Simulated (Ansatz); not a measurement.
**How fast does Au move in Si?**

The calculation used Ansatz 0.2.0, DFT r2SCAN, scalar-relativistic, plane waves, PAW. (500 eV cutoff, 2×2×2 k-mesh, Gaussian smearing of 0.02 eV, no spin polarisation)

Host crystal, relaxed:

```yaml
crystal:
  lattice:
    - [0.00000, 2.72185, 2.72185]
    - [2.72185, 0.00000, 2.72185]
    - [2.72185, 2.72185, 0.00000]
  atoms:
    - { symbol: Si, position: [0.75000, 0.75000, 0.75000] }
    - { symbol: Si, position: [0.50000, 0.50000, 0.50000] }
```

In a supercell of 16 host sites with charge +1, interstitial Au hops to an equivalent place, moving 1.75 Å. Climbing-image nudged elastic band at fixed cell; the order of the saddle wasn't checked, and the small cell leaves errors of about a tenth of an eV.

Spin-orbit coupling is left out, which matters for the bands and energies of heavy elements.

```tsv
image	path (Å)	E − E(0) (eV)
0	0.00	0.000
1	0.41	0.058
2	0.81	0.204
3	1.22	0.267
4	1.62	0.204
5	2.03	0.058
6	2.43	0.000
```

Problem. What are the barriers forward and back, and what attempt frequency does the shape suggest?

Solution. Forward 0.27 eV, back 0.27 eV, the ends being level. For a sinusoidal profile E_b sin²(πx/l), with the Au atom alone moving, ν = (1/l)√(E_b/2m) = 1.5×10¹² s⁻¹, within an order of magnitude of the customary 10¹³ s⁻¹; a true prefactor needs the vibrations at the minimum and at the saddle.

Problem. With ν = 10¹³ s⁻¹, give the forward jump rate along this one path, the wait 1/k for that jump, the diffusivity D ≈ l²k and the distance √(Dt) covered in an hour at 300, 600 and 1000 K, taking the host as solid throughout.

Solution. k = ν exp(−E_b/k_BT):
```csv
T (K),k (1/s),wait (s),D (cm²/s),√(Dt) in 1 h (nm)
300,3.2×10⁸,3.1×10⁻⁹,9.9×10⁻⁸,1.9×10⁵
600,5.7×10¹⁰,1.8×10⁻¹¹,1.7×10⁻⁵,2.5×10⁶
1000,4.5×10¹¹,2.2×10⁻¹²,1.4×10⁻⁴,7.0×10⁶
```

D = l²k holds for six equivalent jumps in three dimensions (z l²k/6) and is a scale otherwise. Long-range transport needs a connected net of such jumps, and traps slow it. D is that of an interstitial already there. An error of 0.1 eV in the barrier changes k by a factor of 48 at 300 K and 3.2 at 1000 K.

Cost: 1 run of about 20 core-minutes, on Intel Xeon Platinum 8259CL (Skylake/Cascade Lake) (shared hosts).